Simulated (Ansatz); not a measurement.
Input:

ZrB₂:
```xyz
3
Lattice="3.1328 0.0000 0.0000 -1.5664 2.7131 0.0000 0.0000 0.0000 3.4887" Properties=species:S:1:pos:R:3 pbc="T T T"
Zr     0.0000     0.0000     0.0000
B      0.0000     1.8088     1.7443
B      1.5664     0.9044     1.7443
```

This is the LDA-relaxed structure. Tensor components refer to the Cartesian frame of this cell.

All from LDA in the plane-wave PAW code Ansatz, unless another level is named. Estimate the Debye temperature from the elastic constants.

959 K.

Next, the elastic constants (relaxed ions, GPa)?

C11 = 606, C12 = 59.7, C13 = 137, C33 = 472, C44 = 276.

Space group P6/mmm. The cell was relaxed with LDA under the symmetry of its start; of distortions, only those at the zone centre were tested. No spin polarisation was allowed. As this level gives no gap, shear constants depend on the k-mesh and smearing (Fermi–Dirac, 0.1 eV here).

Potentials: the later of the program's two PAW sets.
